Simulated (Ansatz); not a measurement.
input.yaml (Ansatz)

```yaml
crystal:
  lattice:
    - [2.6244394618, 0.0, 0.0]
    - [-1.3122197309, 2.2728312446, 0.0]
    - [0.0, 0.0, 4.7901729279]
  atoms:
    - { symbol: V, position: [0.3333333333, 0.6666666667, 0.25] }
    - { symbol: V, position: [0.6666666667, 0.3333333333, 0.75] }
hamiltonian:
  xc: blyp
  pseudopotentials:
    kind: paw
    azcp:
      V: "pseudopotentials/V.paw.azcp"
basis:
  ecutwfc: 420
  fft_grid_basis: typed
kpoints:
  mp_grid: { grid: [22, 22, 11], shift: [0, 0, 0] }
magnetization:
  spin_polarized: false
scf:
  occupations: { method: fermi_dirac, width: 0.1 }
```

and its output:

```
Engine: ansatz 0.2.0, aarch64-unknown-linux-gnu
Pseudopotentials: kind: paw
Pseudopotential: V, paw, valence charge 13, recommended cutoff 420 eV (normal) 
Functional definition: BLYP
  parameter beta = 0.0042
  parameter a = 0.04918
  parameter b = 0.132
  parameter c = 0.2533
  parameter d = 0.349
  exchange = b88_x(beta = beta)
  correlation = lyp_c(a = a, b = b, c = c, d = d)
Crystal: 2 atoms, lattice volume = 28.573 Å³
Basis set: ecut = 420 eV, 563 PW (Γ), exchange–correlation on 36×36×72 points (8 copies of the dense FFT grid, shifted against one another)
Bands: 17, of which v1, the nominal top of the filled ones, is band 13 counted from 1 (12 counted from 0)
Symmetry: 24 space group operations
Space group: P63/mmc (ITA 194), of the structure as read, at distance tolerance 3.1e-5 Å
k-points: 312 of 5324
Non-local potential: V, projectors of the file, l = 0: 3, l = 1: 2, l = 2: 3, l = 3: 1
PAW form: soft (Blöchl's): semilocal exchange-correlation on the pseudo side does not see the compensation charge
PAW frozen core: V, regenerated for the run's functional, and the local potential with it (the file was generated under x = pbe(κ = 0.804, μ = 0.2195149727645171), c = pbe(β = 0.06672455060314922))
PAW one-centre angular grid: V, 590 points (default); XC on 64 Gauss nodes
Initial density: superposition of atomic densities (neutral atoms: chi_scale 0, normalization atom), corrected by the library's trained network
Initial wavefunctions: pseudopotential atomic-orbital guess
Functional: x = b88, c = lyp
SCF iter   1: F=—  HF=-5837.497338 eV  |F-HF|=—  |Δ(HF+E_count)|=         —  Δρ=2.38e-2  dr2=1.54e-1  ethr=1.77e-3  ⟨swp⟩=3.7  Hψ=19702  notcnv=0
SCF iter   2: F=—  HF=-5837.463816 eV  |F-HF|=—  |Δ(HF+E_count)|=   3.35e-2  Δρ=9.83e-3  dr2=2.94e-2  ethr=5.91e-4  ⟨swp⟩=2.0  Hψ=8583  notcnv=0
SCF iter   3: F=—  HF=-5837.456665 eV  |F-HF|=—  |Δ(HF+E_count)|=   7.15e-3  Δρ=1.49e-3  dr2=5.32e-4  ethr=1.13e-4  ⟨swp⟩=2.0  Hψ=7808  notcnv=0
SCF iter   4: F=—  HF=-5837.456751 eV  |F-HF|=—  |Δ(HF+E_count)|=   8.62e-5  Δρ=3.65e-4  dr2=2.18e-5  ethr=2.05e-6  ⟨swp⟩=2.9  Hψ=10488  notcnv=0
SCF iter   5: F=—  HF=-5837.456751 eV  |F-HF|=—  |Δ(HF+E_count)|=   5.26e-7  Δρ=1.25e-4  dr2=2.65e-6  ethr=8.40e-8  ⟨swp⟩=2.1  Hψ=7368  notcnv=0
SCF iter   6: F=-5837.456750 eV  HF=-5837.456750 eV  |F-HF|=3.21e-8  |Δ(HF+E_count)|=   5.68e-7  Δρ=1.66e-5  dr2=6.90e-8  ethr=3.85e-10  ⟨swp⟩=1.0  Hψ=14923  notcnv=0
SCF 1 converged in 6 iterations: F = -5837.456750 eV  dr2 = 6.90e-8
SCF converged after 6 iterations
Free energy (F): -5837.456750 eV
Harris-Foulkes:  -5837.456750 eV  (|F-HF|=3.21e-8)
Internal energy: -5837.335175 eV  (E = F + TS)
E sigma→0 (E₀):  -5837.395962 eV
Entropy (-TS):   -0.121575 eV (-60.788 meV/atom)
Fermi energy:    16.226662 eV
--- Per-component energies (eV) ---
  E_band       = -302.843310
  E_kinetic    = 671.672347
  E_local      = -1892.300245  (includes V_loc(G=0)·N_el)
  E_nonlocal   = -89.323647
  E_hartree    = 863.304776
  E_xc         = -256.115192
  E_vxc        = -323.942047  (∫ρ·V_xc dr)
  E_paw        = -2243.591897  (= ΣΔE_a)
  E_vpaw       = -395.544123  (= ΣTr[D̂ρ^β])
  E_aug_tail   = 0.000506  (compensation charges beyond the density's cutoff)
  E_ewald      = -2891.013588
  E_core_change = 0.031765  (= ΣΔE_core)
  E_smearing   = -0.121575  (= −TS)
  E_closure    = 0.000000  (closes the sum)
  Σ components = -5837.456750   (vs F -5837.456750, Δ=0.00e0)
```
